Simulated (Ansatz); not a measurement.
Profile along the W–W line in W (fcc, Cu type)

W (fcc, Cu type)

Space group Fm-3m (No. 225); a = b = c = 3.972 Å, α = β = γ = 90.00°

```json
[
 {"atom": "W", "site": "4a", "symmetry": "m-3m", "x": "0.0000", "y": "0.0000", "z": "0.0000"}
]
```
(The calculation used a cell of 1 atom; values per cell refer to that cell.)

Fields along a shortest W–W line of a {111} plane (2.81 Å), from W to W, interpolated on the slice's grid (step about 0.2 Å). All values below come from LDA (plane waves to 420 eV, PAW, scalar-relativistic; Ansatz, a first-principles code). k mesh 20×20×20. Inside the PAW spheres the values are not all-electron values, and peaks at nuclei hang on which shells count as valence. Spin-orbit coupling is left out, though W is heavy. This is one of several known forms of W; the measured ambient cells at hand have space group No. 229. W is run without spin polarisation. W was relaxed with its symmetry unable to fall.

```tsv
distance from W (Å)	valence electron density (e/Å³)	electron localisation function
0.00	3.57	x
0.14	4.16	x
0.28	5.13	x
0.42	5.25	x
0.56	4.23	0.71
0.70	2.68	0.66
0.84	1.42	0.46
0.98	0.77	0.29
1.12	0.49	0.26
1.26	0.39	0.31
1.41	0.37	0.36
1.55	0.39	0.31
1.69	0.49	0.26
1.83	0.77	0.29
1.97	1.42	0.46
2.11	2.68	0.66
2.25	4.23	0.71
2.39	5.25	x
2.53	5.13	x
2.67	4.16	x
2.81	3.57	x
```

x: too close to a nucleus for the ELF to mean much.

Density on the W–W line (2.81 Å) at its midpoint: 0.37 e/Å³. ELF at that point: 0.36.
